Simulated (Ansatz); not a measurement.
Input, command and steps of an Ansatz relaxation.

```yaml
crystal:
  lattice:
    - [2.8154890579, 0.0, 0.0]
    - [-0.0129553469, 2.8201795887, 0.0]
    - [-1.1378916452, -1.1854109603, 4.9240140333]
  atoms:
    - { symbol: Au, position: [0.327138, 0.334038, 0.725945] }
    - { symbol: Au, position: [0.672862, 0.665962, 0.274055] }
basis:
  ecutwfc: 500
kpoints:
  mp_grid: { grid: [16, 16, 8] }
hamiltonian:
  xc: r2scan
scf:
  occupations: { method: gaussian, width: 0.1 }
output:
  forces: true
  stress: true
  eigenvalues: true
  write_density: true
  write_potential: true
  elf: true
  volumetric_format: npy
relax:
  adjacent_minimum: "off"
  f_tol: 0.005
  max_steps: 80
  cell: { stress_tol: 0.05 }
```

```bash
ansatz run input.yaml --threads 1 --pin off --max-ram 2560MiB --backend cpu --events-out ev --progress --plain --runs-dir out
```

Level of theory: DFT r2SCAN, scalar-relativistic, plane waves, PAW (Ansatz).

Of 16 frames 10 are shown, positions in Å and forces in eV/Å; the SCF threshold varies from step to step. Steps run on the plane waves of an earlier cell, with a Pulay correction in the pressure. The basis is chosen afresh for the last frame, the zero of the energies, and at times for earlier ones too; energy and pressure step there, also at an unchanged geometry.

```xyz
2
Lattice="2.8155 0.0000 0.0000 -0.0130 2.8202 0.0000 -1.1379 -1.1854 4.9240" Properties=species:S:1:pos:R:3:forces:R:3 pbc="T T T" step=1 free_energy_over_end_meV_per_atom=118.66 pressure_GPa=-4.13
Au    0.0907    0.0815    3.5746   -0.0342   -0.0301   -0.0334
Au    1.5740    1.5533    1.3495    0.0342    0.0301    0.0334
2
Lattice="2.7820 0.0082 0.0312 -0.0046 2.7836 0.0232 -1.0732 -1.1327 4.8657" Properties=species:S:1:pos:R:3:forces:R:3 pbc="T T T" step=3 free_energy_over_end_meV_per_atom=102.78 pressure_GPa=-0.85
Au    0.0977    0.0844    3.5592   -0.0525   -0.0453    0.0269
Au    1.6065    1.5747    1.3609    0.0525    0.0453   -0.0269
2
Lattice="2.7684 0.0191 0.0761 0.0064 2.7690 0.0568 -0.9938 -1.0719 4.7929" Properties=species:S:1:pos:R:3:forces:R:3 pbc="T T T" step=4 free_energy_over_end_meV_per_atom=90.61 pressure_GPa=0.54
Au    0.1069    0.0893    3.5439   -0.0675   -0.0567    0.0830
Au    1.6740    1.6269    1.3820    0.0675    0.0567   -0.0830
2
Lattice="2.7606 0.0677 0.2142 0.0551 2.7571 0.1806 -0.7696 -0.8693 4.4798" Properties=species:S:1:pos:R:3:forces:R:3 pbc="T T T" step=6 free_energy_over_end_meV_per_atom=41.51 pressure_GPa=4.09
Au    0.1456    0.1051    3.4437   -0.0209   -0.0535    0.0679
Au    1.9005    1.8502    1.4308    0.0209    0.0535   -0.0679
2
Lattice="2.8533 0.0214 0.3611 0.0083 2.8430 0.3665 -0.5306 -0.5608 4.1719" Properties=species:S:1:pos:R:3:forces:R:3 pbc="T T T" step=8 free_energy_over_end_meV_per_atom=5.91 pressure_GPa=0.61
Au    0.3172    0.2925    3.3096   -0.0015    0.0093    0.0115
Au    2.0138    2.0111    1.5899    0.0015   -0.0093   -0.0115
2
Lattice="2.9408 -0.0031 0.3988 -0.0166 2.9271 0.4258 -0.4898 -0.4824 3.9280" Properties=species:S:1:pos:R:3:forces:R:3 pbc="T T T" step=9 free_energy_over_end_meV_per_atom=3.66 pressure_GPa=0.51
Au    0.3663    0.3681    3.1537   -0.0130    0.0105   -0.0205
Au    2.0682    2.0735    1.5989    0.0130   -0.0105    0.0205
2
Lattice="2.9171 -0.0155 0.3810 -0.0290 2.9170 0.4046 -0.5061 -0.5104 3.9777" Properties=species:S:1:pos:R:3:forces:R:3 pbc="T T T" step=11 free_energy_over_end_meV_per_atom=1.50 pressure_GPa=0.30
Au    0.3435    0.3412    3.1803   -0.0047    0.0086   -0.0101
Au    2.0385    2.0499    1.5829    0.0047   -0.0086    0.0101
2
Lattice="2.9161 -0.0183 0.3736 -0.0318 2.9140 0.3870 -0.5174 -0.5387 3.9898" Properties=species:S:1:pos:R:3:forces:R:3 pbc="T T T" step=13 free_energy_over_end_meV_per_atom=1.03 pressure_GPa=0.00
Au    0.3330    0.3199    3.1825    0.0000   -0.0002    0.0001
Au    2.0339    2.0370    1.5679    0.0000    0.0002   -0.0001
2
Lattice="2.9161 -0.0183 0.3736 -0.0318 2.9140 0.3870 -0.5174 -0.5387 3.9898" Properties=species:S:1:pos:R:3:forces:R:3 pbc="T T T" step=14 free_energy_over_end_meV_per_atom=0.01 pressure_GPa=0.01
Au    0.3330    0.3199    3.1825    0.0000   -0.0002    0.0001
Au    2.0339    2.0370    1.5679    0.0000    0.0002   -0.0001
2
Lattice="2.9186 -0.0185 0.3753 -0.0319 2.9166 0.3889 -0.5154 -0.5364 3.9834" Properties=species:S:1:pos:R:3:forces:R:3 pbc="T T T" step=16 free_energy_over_end_meV_per_atom=0.00 pressure_GPa=-0.02
Au    0.3351    0.3222    3.1786    0.0000    0.0000    0.0000
Au    2.0361    2.0395    1.5690    0.0000    0.0000    0.0000
```

Time: 12 min on 1 thread of Intel(R) Xeon(R) 6975P-C (Granite Rapids), on a shared host, peak memory 1.2 GiB.

Spin–orbit coupling is left out, which can shift energies with elements as heavy as these.